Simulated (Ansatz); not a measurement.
## Te: from a starting cell to a relaxed one

The start is a generated cell, Te placed in the AFLOW prototype A_cI16_220_c (as in Li). The structure is fully relaxed (lattice and positions, P = 0) with PBEsol (plane waves to 420 eV, PAW, scalar-relativistic; Ansatz, a quantum-chemistry and plane-wave program). First-step values are on the input's coarse k-mesh.

Ansatz input (later rounds restart from its end on a renewed k-mesh):
Ansatz 0.2 input:
```yaml
crystal:
  lattice:
    - [-3.9024313, 3.9024313, 3.9024313]
    - [3.9024313, -3.9024313, 3.9024313]
    - [3.9024313, 3.9024313, -3.9024313]
  atoms:
    - { symbol: Te, position: [0.402, 0.402, 0.402] }
    - { symbol: Te, position: [0.5, 0, 0.098] }
    - { symbol: Te, position: [0, 0.098, 0.5] }
    - { symbol: Te, position: [0.098, 0.5, 0] }
    - { symbol: Te, position: [0.902, 0.902, 0.902] }
    - { symbol: Te, position: [0.5, 0, 0.598] }
    - { symbol: Te, position: [0, 0.598, 0.5] }
    - { symbol: Te, position: [0.598, 0.5, 0] }
basis: { ecutwfc: 420, ecutrho_ratio: 4, xc_grid: 2, fft_grid_basis: typed }
kpoints: { mp_grid: { grid: [4, 4, 4] } }
hamiltonian:
  xc: pbesol
  dispersion: none
  pseudopotentials: { azcp: { folder: ./paw }, kind: paw }
scf: { occupations: { method: fermi_dirac, width: 0.05 } }
relax: { f_tol: 0.01, max_steps: 100, cell: { stress_tol: 0.02 } }
output: { forces: true, stress: true }
```

Question: What pressure does the first self-consistent step give?

Answer: -2 GPa (negative: the cell is under tension).

Question: Does the structure survive the relaxation? Give the final space group.

Answer: The space group goes from I-43d (No. 220) to Im-3m (No. 229); the end is bcc (W type), with 1 atom in the primitive cell.

Question: By how much does the energy per atom fall from start to end?

Answer: 0.14 to 0.19 eV/atom (the two k-meshes of the run give this range).

Question: How does the volume per atom move from start to end?

Answer: -9.2 %, from 29.72 to 26.99 Å³/atom.

Question: How do the shortest distances between atoms change?

Answer: The closest pairs of elements (up to four, under 3.6 Å), start → end: Te–Te 3.23 → 3.27 Å.

Question: Is the relaxed structure metallic? Give its gap.

Answer: No gap (metallic).

Final values are on a 17×17×17 k-mesh of the relaxed cell. No spin polarisation in the result.

The run could not lose the symmetry of its start, so the end can be a saddle point.

The relaxed structure here is a generated cell of Te: the first start was made by placing the elements on the sites of a structure type, and the end was not matched to a known phase here, so it may be hypothetical. Known forms of Te include space group No. 152.
